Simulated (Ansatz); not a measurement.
InGaAs2 in space group P-4m2 (No. 115; In on 1d, Ga on 1b, As on 2g) at seven volumes, DFT-HSE06 in the program Ansatz with PAW potentials, shape and atoms relaxed at each. One row is withheld.

| V (Å³/atom) | P (GPa) |
|---|---|
| 23.315 | ? |
| 24.084 | 4.58 |
| 24.853 | 2.10 |
| 25.621 | 0.00 |
| 26.390 | -1.77 |
| 27.158 | -3.27 |
| 27.927 | -4.54 |

Fit the shown pressures and predict the withheld one.

Third-order Birch–Murnaghan: P = (3/2)B₀(x^(7/2) − x^(5/2))[1 + (3/4)(B′ − 4)(x − 1)] with x = (V₀/V)^(2/3). Least squares on the six rows gives V₀ = 25.622 Å³/atom, B₀ = 64.18 GPa, B′ = 4.59. At V = 23.315, x = 1.0649 and P = 7.52 GPa. The run itself gave 7.51 GPa.

The workflow started from a Materials Project entry (that database holds measured and hypothetical structures alike); the Crystallography Open Database copy checked does not list it. With In and Ga taken as one species the cell has the higher symmetry F-43m, so it may be an ordered model of a mixed-site phase. Its standing as an ambient phase is unchecked. The cell was relaxed with HSE06 under the symmetry of its start; whether a distortion lowers the energy is not shown.

Potentials: the later of the program's two PAW sets.
